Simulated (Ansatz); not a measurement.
The cell comes from COD entry 5000216, which wasn't checked; take it as a given geometry. The listed cell was then made from it by scaling, straining or moving an atom.

Cu: DFT, PBEsol, all-electron PAW with datasets made for the crystal, scalar-relativistic (Ansatz 0.2.0). What sets it apart from a plain run of this crystal: equal xy, yz and zx engineering shear strains of +2 %.

Command: `ansatz run input.yaml --threads 1 --pin off --max-ram 3072MiB --backend cpu --events-out ev --progress --plain --runs-dir out` The run took 36 s on 1 thread of Intel(R) Xeon(R) Platinum 8488C (Sapphire Rapids), on a shared host, peak memory 0.66 GiB.

```yaml
crystal:
  lattice:
    - [0.03615, 1.825575, 1.825575]
    - [1.825575, 0.03615, 1.825575]
    - [1.825575, 1.825575, 0.03615]
  atoms:
    - { symbol: Cu, position: [0.0, 0.0, 0.0] }
kpoints:
  mp_grid: { grid: [19, 19, 19] }
scf:
  occupations: { method: fermi_dirac, width: 0.08 }
hamiltonian:
  xc: pbesol
  pseudopotentials: { kind: all_electron, datasets: crystal }
output:
  forces: true
  stress: true
  eigenvalues: true
  efg: { contact_densities: true }
```

Output (standing set-up lines are left out):

```
hamiltonian.pseudopotentials.datasets: crystal makes datasets for this crystal and solves the spheres of its atoms anew in each pass: cutoff 300.0 eV, the density's 1200.0 eV; for an error of 0.50 meV an atom under PBE, 0.5 meV for the cell; an energy difference from a run of another recipe may be off by several times the error for the cell, under r2SCAN by more, where some 0.1 meV an atom stays at smaller errors; Cu in spheres of 1.265 Å, 11 of its electrons in bands, 8 on its site; only band paths and densities of states list, in semicore columns, the levels of the semicore shells that are solved separately: 3s of Cu, 3p of Cu
Crystal: 1 atoms, lattice volume = 11.807 Å³
Basis set: ecut = 300 eV, 139 PW (Γ), exchange–correlation on 30×30×30 points (8 copies of the dense FFT grid, shifted against one another)
Symmetry: 12 space group operations
Space group: R-3m (ITA 166), of the structure as read, at distance tolerance 2.3e-5 Å
k-points: 670 of 6859
PAW one-centre angular grid: Cu, 590 points (default); XC on its mesh's 1897 points in the sphere
iter 1 solved again at ethr=3.36e-2 eV; its pass at ethr=1.00e-1 eV (dr2=3.69e0 eV) is discarded
SCF iter   1: F=—  HF=-44998.830716 eV  |F-HF|=—  |Δ(HF+E_count)|=         —  Δρ=2.01e-1  dr2=3.72e0  ethr=3.36e-2  ⟨swp⟩=2.0  Hψ=38502  notcnv=0
preconditioner: auto → none  [metal: Δε(μ)=0.011 eV  Ē_g=15.635 eV  σ=0.080 eV  W_gap=0.03  n_scr=0 (ndim 8)  ℏωp=35.8 eV  f_vac=0.000  D(μ)=0.45/eV (n_scr^D=0)]
SCF iter   2: F=—  HF=-44999.150928 eV  |F-HF|=—  |Δ(HF+E_count)|=   3.20e-1  Δρ=1.39e-1  dr2=1.70e0  ethr=3.36e-2  ⟨swp⟩=3.1  Hψ=19693  notcnv=0  defer=2
iter 3 solved again at ethr=5.45e-4 eV; its pass at ethr=1.54e-2 eV (dr2=5.99e-2 eV) is discarded
SCF iter   3: F=—  HF=-44997.908779 eV  |F-HF|=—  |Δ(HF+E_count)|=    1.24e0  Δρ=2.51e-2  dr2=5.99e-2  ethr=5.45e-4  ⟨swp⟩=2.0  Hψ=32437  notcnv=0  defer=11
SCF iter   4: F=—  HF=-44997.887700 eV  |F-HF|=—  |Δ(HF+E_count)|=   2.11e-2  Δρ=6.09e-3  dr2=3.46e-3  ethr=5.45e-4  ⟨swp⟩=2.0  Hψ=13368  notcnv=0  defer=5
SCF iter   5: F=—  HF=-44997.887587 eV  |F-HF|=—  |Δ(HF+E_count)|=   1.14e-4  Δρ=3.32e-3  dr2=9.68e-4  ethr=3.14e-5  ⟨swp⟩=2.4  Hψ=10985  notcnv=0  defer=1
SCF iter   6: F=—  HF=-44997.887337 eV  |F-HF|=—  |Δ(HF+E_count)|=   2.49e-4  Δρ=5.79e-4  dr2=2.85e-5  ethr=8.80e-6  ⟨swp⟩=2.0  Hψ=15193  notcnv=0
SCF iter   7: F=—  HF=-44997.887340 eV  |F-HF|=—  |Δ(HF+E_count)|=   2.74e-6  Δρ=4.14e-5  dr2=1.38e-7  ethr=2.59e-7  ⟨swp⟩=2.4  Hψ=10737  notcnv=0
SCF iter   8: F=—  HF=-44997.887340 eV  |F-HF|=—  |Δ(HF+E_count)|=   2.16e-7  Δρ=9.07e-5  dr2=7.20e-7  ethr=1.25e-9  ⟨swp⟩=3.0  Hψ=14280  notcnv=0
SCF iter   9: F=-44997.887340 eV  HF=-44997.887340 eV  |F-HF|=3.64e-11  |Δ(HF+E_count)|=   2.51e-7  Δρ=6.58e-7  dr2=2.64e-11  ethr=1.25e-9  ⟨swp⟩=3.0  Hψ=14229  notcnv=0
SCF 1 converged in 9 iterations: F = -44997.887340 eV  dr2 = 2.64e-11
  Residual-converged pass: ⟨swp⟩=2.4  Hψ=10623  notcnv=0  max |occ|·‖R‖ = 3.7e-6 eV (tolerance 3.7e-6 eV)  dr2=2.76e-11  dr2_onsite=1.12e-10  max |Δocc| = 1.2e-9
  greatest PAW one-centre occupation: 0.933 electrons in one spin orbital (limit 2), on the Cu atom at site 0 (counted from 0), in its partial waves of l = 2
SCF converged after 9 iterations
Free energy (F): -44997.887340 eV
Harris-Foulkes:  -44997.887340 eV  (|F-HF|=3.64e-11)
Internal energy: -44997.880368 eV  (E = F + TS)
E sigma→0 (E₀):  -44997.883854 eV
Entropy (-TS):   -0.006972 eV (-6.972 meV/atom)
Past the cutoff: the bands carry plane waves up to 1.75 times it, of which those up to 1.5 times it add -0.000717 eV an atom, each by itself; the spheres take 0.000326 eV an atom off the energy for waves past 1.75 times it
By the cutoff:   a pressure is off by up to 0.010 GPa (1.2 times the spheres' own share and the shells' term, over an atom's volume, and 0.004 GPa: a bound that held against runs at twice the plane waves)
Past the cutoffs: a stress includes 0.0009 GPa for waves and charges beyond them, in addition to the slope of what the spheres take
In the spheres:  the bands' charges fall short by 3.2e-8 e at most (sound up to 1e-3), those of shells solved beside the bands by 2.9e-8 e (sound up to 5e-4)
Fermi energy:    16.456233 eV
--- Per-component energies (eV) ---
  The terms above E_closure are by the made datasets' own strengths, without shells solved beside the bands.
--- Forces (eV/Å), atoms counted from 1 ---
  atom   1  Cu     0.00000000    -0.00000000     0.00000000
  max |Σ_I F_I| component: 2.88e-32 eV/Å
--- Stress (GPa, compression-positive) ---
       -6.332909      -1.481287      -1.481287
       -1.481287      -6.332909      -1.481287
       -1.481287      -1.481287      -6.332909
  P = ⅓ Tr σ = -6.3329 GPa (-63.329 kbar)
  It holds what live shells' own plane waves past their cutoff add
--- PAW observables at the nuclei: V_zz in 10²¹ V/m², potentials from the cell's mean, atoms counted from 1 ---
  atom   1  Cu V_zz =    +0.052649   η = 0.0000   by run symmetry: allowed
            electrostatic potential = -3759.911980 V   contact ρ = 147326.711881 e/Å³
--- Band table (eV; the first three rows and the last of 670) ---
  k-point 0: bands = ["6.9862", "13.3160", "13.4667", "13.4667", "14.2707", "14.2707", "38.7722", "40.8814"]
  k-point 1: bands = ["7.0889", "13.3321", "13.4471", "13.4900", "14.2611", "14.2613", "38.4529", "39.9989"]
  k-point 2: bands = ["7.3937", "13.3455", "13.4222", "13.5530", "14.2392", "14.2393", "36.5085", "39.0837"]
  k-point 669: bands = ["11.3036", "13.3710", "13.4392", "14.3529", "14.8082", "15.6365", "19.8023", "36.9287"]
```
